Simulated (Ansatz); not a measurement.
With the program Ansatz at the PBEsol level (PAW), C in the orthorhombic phase (Imma; C on 8g, C on 8h) relaxes to a = 4.876 Å, b = 7.811 Å, c = 3.215 Å. C on 8g has 3 nearest neighbours from 1.38 Å (trigonal planar); C on 8h has 3 nearest neighbours from 1.40 Å (trigonal planar).

Electronic character: no gap, with almost no states at the Fermi level (zero-gap or semimetallic). The screened hybrid HSE06 puts the gap at 0.29 eV (a hybrid on a coarse mesh can open a false gap in a semimetal).

An equation-of-state fit gives a bulk modulus of 136 GPa. The highest mode at Γ lies at 43.90 THz.

The start of the workflow was typed in or built on a structure type; neither database checked (COD, Materials Project) lists it. It is not the phase usual at ambient conditions (space group No. 194, 227). The cell was relaxed with PBEsol under the symmetry of its start; whether a distortion lowers the energy is not shown. As this level gives no gap, phonon frequencies hold no LO–TO term and depend on the k-mesh and smearing (Fermi–Dirac, 0.1 eV here).

Potentials: the earlier of the program's two PAW sets. The files were generated under PBE; for other functionals the program regenerates the frozen cores, and for LDA and PBEsol the local potential too.
